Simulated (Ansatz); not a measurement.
Input:

W2N:
Space group P-3m1 (No. 164); a = b = 2.8184 Å, c = 5.3878 Å, α = β = 90.00°, γ = 120.00°

```tsv
atom	site	symmetry	x	y	z
N	1a	-3m.	0.0000	0.0000	0.0000
W	2d	3m.	0.3333	0.6667	0.2691
```

This is the PBE-relaxed structure.

Problem. All from PBE (plane waves, PAW; program Ansatz), unless another level is named. Predict the electronic character.

Solution. metallic (no gap).

Problem. Give the density of states at the Fermi level.

Solution. 0.68 states/eV per atom (mean over ±0.08 eV).

Problem. Give the formation energy from the elements (no fitted shifts).

Solution. 0.096 eV/atom.

A made-up cell: these elements were put on the sites of a structure type; neither database checked (COD, Materials Project) lists it. Its standing as an ambient phase is unchecked. Symmetry was held in the PBE relaxation; whether a distortion lowers the energy is not shown. The run is not spin-polarised. With an odd number of electrons in the cell and no spin polarisation, the count alone makes it a metal. The references are the lowest solids computed at this level, not always the standard phases (solids in place of the gases). Spin–orbit coupling is left out wherever it is not named.

Potentials: the earlier of the program's two PAW sets.
